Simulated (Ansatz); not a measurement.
Pt: from a starting cell to a relaxed one

The start is a relaxed Pt cell, doubled along one cell vector, shaken by Gaussian noise of σ = 0.08 Å a coordinate. Cell shape, volume and atoms are optimised at zero target pressure with PBEsol (plane waves to 420 eV, PAW, scalar-relativistic; Ansatz, an electronic-structure program). The first steps use a coarse 14×14×7 k-mesh.

The start:
```
Pt
1.0
    0.00000     1.95913     1.95913
    1.95913     0.00000     1.95913
    3.91826     3.91826     0.00000
Pt
2
Cartesian
  0.05701   0.00688  -0.10162
  1.92016   1.97296  -0.01954
```

### Question
What is the largest force in the starting geometry, and on which atom (counted from 1)?

### Answer
1.46 eV/Å, on Pt1, Pt2 (atoms numbered as listed).

### Question
By how much does the energy per atom fall from start to end?

### Answer
0.04 eV/atom.

### Question
Is the parent structure recovered?

### Answer
The parent structure is recovered, Fm-3m (No. 225).

Final values are on a 20×20×20 k-mesh of the relaxed cell. No spin polarisation in the result.

The run could not lose the symmetry of its start.
